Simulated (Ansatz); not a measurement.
Be5Au:
```yaml
crystal:
  lattice:
    - [0.00000, 3.04863, 3.04863]
    - [3.04863, 0.00000, 3.04863]
    - [3.04863, 3.04863, 0.00000]
  atoms:
    - { symbol: Be, position: [0.37522, 0.37522, 0.87434] }
    - { symbol: Be, position: [0.37522, 0.87434, 0.37522] }
    - { symbol: Be, position: [0.87434, 0.37522, 0.37522] }
    - { symbol: Be, position: [0.37522, 0.37522, 0.37522] }
    - { symbol: Au, position: [0.00000, 0.00000, 0.00000] }
    - { symbol: Be, position: [0.75000, 0.75000, 0.75000] }
```

Relaxed with r²SCAN.

Map the valence electron density (e/Å³), cut off at 0.5 on the plane through (0.874, 0.375, 0.375) spanned by u = [1, 0, 0] and v = [-1, 1, 1] in lattice vectors, from r²SCAN (plane waves, PAW; program Ansatz).

x is the fraction of u, y of v (the angle between them is 90°; rows are the nearest grid lines); atoms in the plane: Be at (0.00, 0.00), Be at (0.50, 0.00), Au at (0.75, 0.62), Be at (0.25, 0.37).
```
|01345555431013455554310|
|02456666542013445544310|
|45566666655444444444444|
|45566666655444455554444|
|55566666655555667766555|
|65555555555679999999986|
|75555555555799999999997|
|96544444456999999999999|
|96544334446999999999999|
|96433333346999999999999|
|95433333345999999999999|
|75433333345799999999997|
|44333223334468999999864|
|43332112333445689986544|
|33321001233334455554433|
|33321001233333444444333|
|33332222333333444444333|
|33333333333334455554433|
|33333333333344555555443|
|43333333333445666666544|
|43333333333455667766554|
|43333333333455666666554|
|11244444431024566665421|
|01345555431013455554310|
```
Scale: ten equal steps from 0.047 (start of '0') to 0.500 (end of '9'), in the order '0123456789'; x runs from 0.000 to 1.00, y from 0.000 (bottom) to 1.00 (top).

The density is the valence pseudo-density with augmentation charge, so density and ELF within about 1 Å of a nucleus are not all-electron values.

Space group F-43m. The workflow started from an entry of the Crystallography Open Database (COD). Whether it is the stable phase at ambient conditions was not checked. The r²SCAN relaxation kept the symmetry of its start; whether a distortion lowers the energy is not shown. Spin–orbit coupling is left out wherever it is not named.

Potentials: the later of the program's two PAW sets.
